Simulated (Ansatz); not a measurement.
Input and command of a plane-wave DFT calculation in Ansatz:

```yaml
crystal:
  lattice:
    - [5.67308726, 0.0, 0.0]
    - [0.0, 5.67308726, 0.0]
    - [0.0, 0.0, 5.67308726]
  atoms:
    - { symbol: Fe, position: [0.74957907, 0.74957907, 0.74957907], spin: 3.07 }
    - { symbol: Fe, position: [0.25042093, 0.74957907, 0.74957907], spin: 3.07 }
    - { symbol: Fe, position: [0.25042093, 0.25042093, 0.25042093], spin: 3.07 }
    - { symbol: Fe, position: [0.74957907, 0.25042093, 0.74957907], spin: 3.07 }
    - { symbol: Fe, position: [0.74957907, 0.74957907, 0.25042093], spin: 3.07 }
    - { symbol: Fe, position: [0.74957907, 0.25042093, 0.25042093], spin: 3.07 }
    - { symbol: Fe, position: [0.25042093, 0.25042093, 0.74957907], spin: 3.07 }
    - { symbol: Fe, position: [0.25042093, 0.74957907, 0.25042093], spin: 3.07 }
    - { symbol: Fe, position: [0.0, 0.0, 0.0], spin: 2.7 }
    - { symbol: Co, position: [0.0, 0.5, 0.5], spin: 2.01 }
    - { symbol: Co, position: [0.5, 0.0, 0.0], spin: 2.02 }
    - { symbol: Co, position: [0.5, 0.5, 0.0], spin: 2.01 }
    - { symbol: Co, position: [0.5, 0.0, 0.5], spin: 2.01 }
    - { symbol: Co, position: [0.0, 0.0, 0.5], spin: 2.02 }
    - { symbol: Co, position: [0.5, 0.5, 0.5], spin: 2.02 }
    - { symbol: Co, position: [0.0, 0.5, 0.0], spin: 2.02 }
basis:
  ecutwfc: 420
kpoints:
  mp_grid: { grid: [6, 6, 6] }
hamiltonian:
  xc: pbesol
scf:
  occupations: { method: gaussian, width: 0.1 }
output:
  forces: true
  stress: true
  eigenvalues: true
  populations: true
  write_density: true
  write_potential: true
  elf: true
  volumetric_format: npy
magnetization:
  spin_polarized: true
relax:
  adjacent_minimum: "off"
  f_tol: 0.005
  max_steps: 80
  cell: { stress_tol: 0.05 }
```

```bash
ansatz run input.yaml --threads 4 --pin off --max-ram 10240MiB --backend cpu --events-out ev --progress --plain --runs-dir out
```

Processor: Intel(R) Xeon(R) 6975P-C (Granite Rapids), 4 threads, on a host shared with other jobs.

Task: Estimate time, memory and problem size.

Result: About 120 s on 4 threads of Intel(R) Xeon(R) 6975P-C (Granite Rapids), with other jobs on the host, peak memory 1.7 GiB. It solves 183 bands at 20 k points (the mesh reduced by symmetry) with about 3407 plane waves (on the last cell), in 59 SCF iterations over 5 ionic steps.
